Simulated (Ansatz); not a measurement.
Geometry optimisation in Ansatz: input, command and trajectory.

```yaml
crystal:
  lattice:
    - [2.8457472222, 1.6429929248, 10.4791491688]
    - [-2.8457472222, 1.6429929248, 10.4791491688]
    - [0.0, -3.2859858496, 10.4791491688]
  atoms:
    - { symbol: Zr, position: [0.6220759874, 0.9634995687, 0.291080418] }
    - { symbol: Zr, position: [0.1236200812, 0.4689534543, 0.7834190965] }
    - { symbol: Zr, position: [0.9634995687, 0.291080418, 0.6220759874] }
    - { symbol: Zr, position: [0.4689534543, 0.7834190965, 0.1236200812] }
    - { symbol: Zr, position: [0.291080418, 0.6220759874, 0.9634995687] }
    - { symbol: Zr, position: [0.7834190965, 0.1236200812, 0.4689534543] }
    - { symbol: Zr, position: [0.0365004313, 0.708919582, 0.3779240126] }
    - { symbol: Zr, position: [0.5310465457, 0.2165809035, 0.8763799188] }
    - { symbol: Zr, position: [0.3779240126, 0.0365004313, 0.708919582] }
    - { symbol: Zr, position: [0.8763799188, 0.5310465457, 0.2165809035] }
    - { symbol: Zr, position: [0.708919582, 0.3779240126, 0.0365004313] }
    - { symbol: Zr, position: [0.2165809035, 0.8763799188, 0.5310465457] }
    - { symbol: O, position: [0.5, 0.5, 0.5] }
    - { symbol: O, position: [0.2499642159, 0.2499642159, 0.2499642159] }
    - { symbol: O, position: [0.7500357841, 0.7500357841, 0.7500357841] }
basis:
  ecutwfc: 420
kpoints:
  mp_grid: { grid: [6, 6, 6] }
hamiltonian:
  xc: pbesol
scf:
  occupations: { method: gaussian, width: 0.1 }
output:
  forces: true
  stress: true
  eigenvalues: true
relax:
  adjacent_minimum: "off"
  f_tol: 0.01
  max_steps: 30
  cell: { stress_tol: 0.1, fix: [volume] }
```

```bash
ansatz run input.yaml --threads 4 --pin off --max-ram 10240MiB --backend cpu --events-out ev --progress --plain --runs-dir out
```

All numbers below come from Ansatz, DFT PBEsol, scalar-relativistic, plane waves, PAW.

The volume is held at 1.06 times that of the relaxed cell.

Of 6 frames 5 are shown, positions in Å and forces in eV/Å; the SCF threshold varies from step to step. Steps run on the plane waves of an earlier cell, with a Pulay correction in the pressure. The basis is chosen afresh for the last frame, the zero of the energies, and at times for earlier ones too; energy and pressure can step there, also at an unchanged geometry. Where two frames share a geometry here, they differ by under 2 meV/atom and 0.3 GPa. The mark taken_back stands on steps that the optimiser undid.

```xyz
15
Lattice="2.8457 1.6430 10.4791 -2.8457 1.6430 10.4791 0.0000 -3.2860 10.4791" Properties=species:S:1:pos:R:3:forces:R:3 pbc="T T T" step=1 free_energy_over_end_meV_per_atom=0.37 pressure_GPa=-7.01
Zr   -0.9716    1.6486   19.6658   -0.0991    0.0015   -0.0325
Zr   -0.9827   -1.6007   14.4192   -0.0514    0.0854    0.0178
Zr    1.9135    0.0171   19.6658    0.0508    0.0851   -0.0325
Zr   -0.8949    1.6514   14.4192    0.0997    0.0018    0.0178
Zr   -0.9419   -1.6657   19.6658    0.0483   -0.0865   -0.0325
Zr    1.8776   -0.0507   14.4192   -0.0483   -0.0872    0.0178
Zr   -1.9135   -0.0171   11.7717   -0.0508   -0.0851    0.0325
Zr    0.8949   -1.6514   17.0182   -0.0997   -0.0018   -0.0178
Zr    0.9716   -1.6486   11.7717    0.0991   -0.0015    0.0325
Zr    0.9827    1.6007   17.0182    0.0514   -0.0854   -0.0178
Zr    0.9419    1.6657   11.7717   -0.0483    0.0865    0.0325
Zr   -1.8776    0.0507   17.0182    0.0483    0.0872   -0.0178
O     0.0000    0.0000   15.7187    0.0000    0.0000    0.0000
O     0.0000    0.0000    7.8582    0.0000    0.0000   -0.0144
O     0.0000    0.0000   23.5792    0.0000    0.0000    0.0144
15
Lattice="2.8502 1.6455 10.4467 -2.8502 1.6455 10.4467 0.0000 -3.2911 10.4467" Properties=species:S:1:pos:R:3:forces:R:3 pbc="T T T" step=2 free_energy_over_end_meV_per_atom=3.14 pressure_GPa=-6.24 taken_back
Zr   -1.0070    1.6562   19.6144    0.3635    0.0214   -0.0929
Zr   -1.0023   -1.5807   14.3863    0.1304   -0.1438   -0.0808
Zr    1.9378    0.0440   19.6144   -0.1632   -0.3255   -0.0929
Zr   -0.8678    1.6584   14.3863   -0.1897   -0.0411   -0.0808
Zr   -0.9308   -1.7002   19.6144   -0.2003    0.3041   -0.0929
Zr    1.8701   -0.0777   14.3863    0.0593    0.1849   -0.0808
Zr   -1.9378   -0.0440   11.7256    0.1632    0.3255    0.0929
Zr    0.8678   -1.6584   16.9537    0.1897    0.0411    0.0808
Zr    1.0070   -1.6562   11.7256   -0.3635   -0.0214    0.0929
Zr    1.0023    1.5807   16.9537   -0.1304    0.1438    0.0808
Zr    0.9308    1.7002   11.7256    0.2003   -0.3041    0.0929
Zr   -1.8701    0.0777   16.9537   -0.0593   -0.1849    0.0808
O     0.0000    0.0000   15.6700    0.0000    0.0000    0.0000
O     0.0000    0.0000    7.8237    0.0000    0.0000    0.0003
O     0.0000    0.0000   23.5163    0.0000    0.0000   -0.0003
15
Lattice="2.8457 1.6429 10.4798 -2.8457 1.6429 10.4798 0.0000 -3.2859 10.4798" Properties=species:S:1:pos:R:3:forces:R:3 pbc="T T T" step=3 free_energy_over_end_meV_per_atom=0.01 pressure_GPa=-6.80
Zr   -0.9789    1.6506   19.6625    0.0065   -0.0028    0.0068
Zr   -0.9878   -1.5935   14.4248   -0.0006    0.0075   -0.0128
Zr    1.9189    0.0225   19.6625   -0.0057   -0.0042    0.0068
Zr   -0.8861    1.6522   14.4248    0.0068   -0.0033   -0.0128
Zr   -0.9400   -1.6731   19.6625   -0.0008    0.0071    0.0068
Zr    1.8739   -0.0587   14.4248   -0.0062   -0.0043   -0.0128
Zr   -1.9189   -0.0225   11.7768    0.0057    0.0042   -0.0068
Zr    0.8861   -1.6522   17.0144   -0.0068    0.0033    0.0128
Zr    0.9789   -1.6506   11.7768   -0.0065    0.0028   -0.0068
Zr    0.9878    1.5935   17.0144    0.0006   -0.0075    0.0128
Zr    0.9400    1.6731   11.7768    0.0008   -0.0071   -0.0068
Zr   -1.8739    0.0587   17.0144    0.0062    0.0043    0.0128
O     0.0000    0.0000   15.7196    0.0000    0.0000    0.0000
O     0.0000    0.0000    7.8521    0.0000    0.0000    0.0015
O     0.0000    0.0000   23.5871    0.0000    0.0000   -0.0015
15
Lattice="2.8470 1.6437 10.4703 -2.8470 1.6437 10.4703 0.0000 -3.2874 10.4703" Properties=species:S:1:pos:R:3:forces:R:3 pbc="T T T" step=4 free_energy_over_end_meV_per_atom=0.01 pressure_GPa=-6.80 taken_back
Zr   -0.9787    1.6511   19.6476   -0.0021    0.0006   -0.0130
Zr   -0.9888   -1.5918   14.4086    0.0030   -0.0142    0.0087
Zr    1.9193    0.0220   19.6476    0.0015    0.0015   -0.0130
Zr   -0.8841    1.6523   14.4086   -0.0138    0.0045    0.0087
Zr   -0.9406   -1.6732   19.6476    0.0005   -0.0021   -0.0130
Zr    1.8730   -0.0604   14.4086    0.0108    0.0097    0.0087
Zr   -1.9193   -0.0220   11.7633   -0.0015   -0.0015    0.0130
Zr    0.8841   -1.6523   17.0023    0.0138   -0.0045   -0.0087
Zr    0.9787   -1.6511   11.7633    0.0021   -0.0006    0.0130
Zr    0.9888    1.5918   17.0023   -0.0030    0.0142   -0.0087
Zr    0.9406    1.6732   11.7633   -0.0005    0.0021    0.0130
Zr   -1.8730    0.0604   17.0023   -0.0108   -0.0097   -0.0087
O     0.0000    0.0000   15.7054    0.0000    0.0000    0.0000
O     0.0000    0.0000    7.8491    0.0000    0.0000   -0.0082
O     0.0000    0.0000   23.5618    0.0000    0.0000    0.0082
15
Lattice="2.8464 1.6434 10.4745 -2.8464 1.6434 10.4745 0.0000 -3.2867 10.4745" Properties=species:S:1:pos:R:3:forces:R:3 pbc="T T T" step=6 free_energy_over_end_meV_per_atom=0.00 pressure_GPa=-6.80
Zr   -0.9787    1.6508   19.6535    0.0006   -0.0002    0.0002
Zr   -0.9881   -1.5930   14.4159   -0.0003    0.0002   -0.0010
Zr    1.9190    0.0222   19.6535   -0.0005   -0.0004    0.0002
Zr   -0.8855    1.6523   14.4159    0.0003    0.0001   -0.0010
Zr   -0.9402   -1.6730   19.6535   -0.0001    0.0006    0.0002
Zr    1.8737   -0.0592   14.4159   -0.0001   -0.0003   -0.0010
Zr   -1.9190   -0.0222   11.7699    0.0005    0.0004   -0.0002
Zr    0.8855   -1.6523   17.0075   -0.0003   -0.0001    0.0010
Zr    0.9787   -1.6508   11.7699   -0.0006    0.0002   -0.0002
Zr    0.9881    1.5930   17.0075    0.0003   -0.0002    0.0010
Zr    0.9402    1.6730   11.7699    0.0001   -0.0006   -0.0002
Zr   -1.8737    0.0592   17.0075    0.0001    0.0003    0.0010
O     0.0000    0.0000   15.7117    0.0000    0.0000    0.0000
O     0.0000    0.0000    7.8498    0.0000    0.0000   -0.0019
O     0.0000    0.0000   23.5735    0.0000    0.0000    0.0019
```

The run took 51 s on 4 threads of Intel(R) Xeon(R) 6975P-C (Granite Rapids) (shared host), peak memory 1.6 GiB.